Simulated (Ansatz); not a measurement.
**V$_{2}$N$_{3}$ (P-3m1), a vibration from a frozen displacement**

Theory: Ansatz 0.2.0, DFT PBEsol, scalar-relativistic, plane waves, PAW. The runs took a 420 eV cutoff, a Γ-centred 18×18×8 mesh and Gaussian smearing (0.15 eV). No spin polarisation. Energies are free energies at this smearing, counted from the undisturbed cell; pressure is positive in compression.

The undisturbed cell (relaxed at this level; with this scan's settings it stands at 0.1 GPa; it needn't be the usual structure):

```yaml
crystal:
  lattice:
    - [2.77979, 0.00000, 0.00000]
    - [-1.38989, 2.40737, 0.00000]
    - [0.00000, 0.00000, 6.19635]
  atoms:
    - { symbol: V, position: [0.66667, 0.33333, 0.30212] }
    - { symbol: V, position: [0.33333, 0.66667, 0.69788] }
    - { symbol: N, position: [0.00000, 0.00000, 0.50000] }
    - { symbol: N, position: [0.00000, 0.00000, 0.10744] }
    - { symbol: N, position: [0.00000, 0.00000, 0.89256] }
```

Atom 3 (N) is moved by x along the Cartesian unit vector (0.000, -0.795, -0.607); the cell and all other atoms stay fixed. The cell's volume is 41.47 Å³; the moved atoms weigh 14.007 u together and the others 129.897 u. Some rows repeat others by symmetry and weren't run.

```
  x (Å)  ΔE (meV/cell) total force on the moved atoms along the move (eV/Å) pressure (GPa)
-0.3000         862.13                                                6.4255          9.3943
-0.2500         577.33                                                5.0037          6.4036
-0.2000         358.48                                                3.7792          4.0470
-0.1000          86.01                                                1.7441          1.0316
 0.0000           0.00                                                0.0000          0.0580
 0.1000          86.01                                               -1.7441          1.0316
 0.2000         358.48                                               -3.7792          4.0470
 0.2500         577.33                                               -5.0037          6.4036
 0.3000         862.13                                               -6.4255          9.3943
```

What frequency belongs to this motion?

The force constant is k = −dF/dx = 17.441 eV/Å², from the parabola through x = -0.1000, 0 and 0.1000. In every cell the moved atoms swing against the rest, so the mass is μ = m₁m₂/(m₁ + m₂) = 12.644 u, and ν̃ = 521.5 cm⁻¹ × √(|k|/μ) = 612 cm⁻¹. The pattern needn't be a normal mode: ν̃² is then a weighted mean of the squared nonzero frequencies at the zone centre of this cell, so it lies between the lowest and the highest of them.

How far does the harmonic law reach?

At x = -0.300 Å, kx²/2 = 784.83 meV against the computed 862.13 meV (+9.8 %): the well stiffens in this direction at large amplitude.

The pressure changes with x². What does that say about the frequency under compression?

With E = k(V)x²/2, k ∝ V^(−2γ) and x scaling with the cell as V^(1/3), P − P0 = −∂E/∂V = (2γ − 2/3) ΔE/V. At x = 0.2000 Å, V(P − P0) = 41.47 × 3.98892 / 160.2 eV = 1032.37 meV and ΔE = 358.48 meV, so γ = 1/3 + V(P − P0)/(2ΔE) = 1.77. This is the Grüneisen parameter of the motion under uniform scaling of the cell: shrinking the cell evenly by 1 % in volume raises the frequency by about 1.77 %.

In a metal these slopes depend on the k mesh and the smearing.

Cost: 5 runs of about 3.8 core-minutes in all, on Oxide Virtual Turin-like Processor (Zen 5) (shared hosts).